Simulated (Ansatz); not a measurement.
Computed scan of one atom of the cell: La2O3 (A-La2O3 type, space group P-3m1)

Relaxed La₂O₃ (A-La2O3 type, space group P-3m1):

```
La2O3
1.0
    3.94027     0.00000     0.00000
   -1.97014     3.41238     0.00000
    0.00000     0.00000     6.18799
La O
2 3
Cartesian
  0.00000   2.27492   1.53082
  1.97014   1.13746   4.65716
  0.00000   0.00000   0.00000
  0.00000   2.27492   3.99299
  1.97014   1.13746   2.19499
```

Scan: atom 1 (La, nearest neighbour O at 2.370 Å; its periodic images, 3.9 Å or more away, move with it) is displaced towards the nearest neighbour, direction (0.831, -0.480, 0.280) in Cartesian axes, by s. The other atoms stay.

Calculation: PBE (plane waves to 420 eV, PAW, scalar-relativistic; Ansatz, a program for electronic structure). k mesh 8×8×5 (Γ-centred), Fermi-Dirac smearing 0.05 eV. The energy includes the smearing's −TS. Stress and pressure are positive under compression. Left out: 2 of 11 points, with atoms too close for the PAW data. F∥ is the force on the atom along that direction. F⊥ is the part of the force across the line. La2O3 is run without spin polarisation. La2O3 was relaxed with its symmetry unable to fall. The zero of ΔE is the undisplaced structure.

```tsv
s (Å)	ΔE (meV/cell)	F∥ (eV/Å)	P (GPa)	|F⊥| (eV/Å)
-0.470	511	2.141	3.02	0.406
-0.376	332	1.675	1.72	0.322
-0.282	193	1.282	0.75	0.270
-0.188	91	0.906	0.12	0.215
-0.094	24	0.496	-0.14	0.130
0.000	0	0.000	0.01	0.001
0.094	29	-0.643	0.62	0.188
0.188	128	-1.511	1.77	0.434
0.282	323	-2.707	3.52	0.735
```

What the scan shows:

| Quantity | Value |
|---|---|
| Energy at s = 0.282 Å | 323 meV/cell |
| Force along the line at s = -0.470 Å | 2.14 eV/Å |
| Symmetry of the curve | not even: the positive side lies higher at ±0.282 Å |
| Shape of the curve | a single well with its minimum at or next to zero displacement |
| Force constant k = d²E/ds² at s = 0 (finite differences) | 5.94 eV/Å² |
| Harmonic estimate at the end of the scan | ½ks² = 236 meV/cell against the computed 323 meV/cell, so the well is stiffer than harmonic there |

The 11 points together took roughly 110 core-seconds.

(A displaced cell: forces are minus the slopes of the energy, force constants its curvatures, and phonons follow from these.)
